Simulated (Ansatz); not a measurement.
Al:
```yaml
crystal:
  lattice:
    - [5.18451, 0.00000, 0.00000]
    - [-2.59225, 4.48992, 0.00000]
    - [0.00000, 0.00000, 5.00309]
  atoms:
    - { symbol: Al, position: [0.00000, 0.00000, 0.25383] }
    - { symbol: Al, position: [0.00000, 0.00000, 0.74617] }
    - { symbol: Al, position: [0.33333, 0.66667, 0.50000] }
    - { symbol: Al, position: [0.66667, 0.33333, 0.50000] }
    - { symbol: Al, position: [0.00000, 0.50000, 0.00000] }
    - { symbol: Al, position: [0.50000, 0.00000, 0.00000] }
    - { symbol: Al, position: [0.50000, 0.50000, 0.00000] }
```

Relaxed with r²SCAN.

Question: Map the electron localisation function on the plane through (0.000, 0.500, 0.000) spanned by u = [1, 1, 0] and v = [1, -1, 0] in lattice vectors, from r²SCAN in the plane-wave PAW code Ansatz.

Answer: x is the fraction of u, y of v (the angle between them is 90°; rows are the nearest grid lines); atoms in the plane: Al at (0.00, 0.00), Al at (0.50, 0.50), Al at (0.00, 0.50), Al at (0.50, 0.00), Al at (0.25, 0.25), Al at (0.75, 0.75).
```
| . .*@@@@*. . . .*@@@@*. . |
|  .=#%@@%#=.   .+%@@@@%+.  |
|:-+#%%%%%%#+-:-*%@@@@@@%*-:|
|%%%%%%##%%%%%%@@@@@@@@@@@@%|
|%%#%%%%%%%%#%%%@%#+--+#%@%%|
|%%%%@@@@@@%%%%%#=      =#%%|
|%%%%@@@@@@%%%%%#-      -#%%|
|%#%%%@@@@%%%#%%%*:    :*%%%|
|%%%%%%%%%%%%%%@@@@@%%@@@@@%|
|##%%%%%%%%%%##%@@@@@@@@@@%#|
|:-+#%%%%%%#+-:-*%@@@@@@%*-:|
|.  :*@@@@*:  .  :#@@@@#:  .|
|.  :#@@@@#:  .  :*@@@@*:  .|
|:-*%@@@@@@%*-:-+#%%%%%%#+-:|
|#%@@@@@@@@@@%##%%%%%%%%%%##|
|%@@@@@%%@@@@@%%%%%%%%%%%%%%|
|%%%*:    :*%%%#%%%@@@@%%%#%|
|%%#-      -#%%%%%@@@@@@%%%%|
|%%#=      =#%%%%%@@@@@@%%%%|
|%%@%#+--+#%@%%%#%%%%%%%%#%%|
|%@@@@@@@@@@@@%%%%%%##%%%%%%|
|:-*%@@@@@@%*-:-+#%%%%%%#+-:|
|  .+%@@@@%+.   .=#%@@%#=.  |
| . .*@@@@*. . . .*@@@@*. . |
```
Scale: ten equal steps from 0.012 (start of ' ') to 0.705 (end of '@'), in the order ' .:-=+*#%@'; x runs from 0.000 to 1.00, y from 0.000 (bottom) to 1.00 (top).

The density is the valence pseudo-density with augmentation charge, so density and ELF within about 1 Å of a nucleus are not all-electron values.

Space group P6/mmm. The start of the workflow was typed in or built on a structure type; neither database checked (COD, Materials Project) lists it. It is not the phase usual at ambient conditions (space group No. 225). Symmetry was held in the r²SCAN relaxation. At this level the phase is mechanically unstable.

Potentials: the later of the program's two PAW sets.
